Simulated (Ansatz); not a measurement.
## Magnetic states of nickel, omega (AlB2-type)

Computed with DFT, PBEsol, plane waves (420 eV) with PAW, scalar-relativistic in Ansatz. (PAW data from PBE, frozen cores regenerated.)

Each start was relaxed and then solved on a dense mesh, with Fermi-Dirac smearing of 0.05 eV (0.1 eV in a metal without spin) extrapolated to zero. Rows within 2 meV/atom of each other tie.

Task: Where does each start end, and how do the energies compare? Starts: ferromagnetic; non-magnetic.

Result: 
```csv
start,ends,ΔE (meV/atom),V (Å³/atom)
ferromagnetic,"ferromagnetic, net 0.62 μB per atom",0.0,10.59
non-magnetic,spin not included,30.4,10.54
```
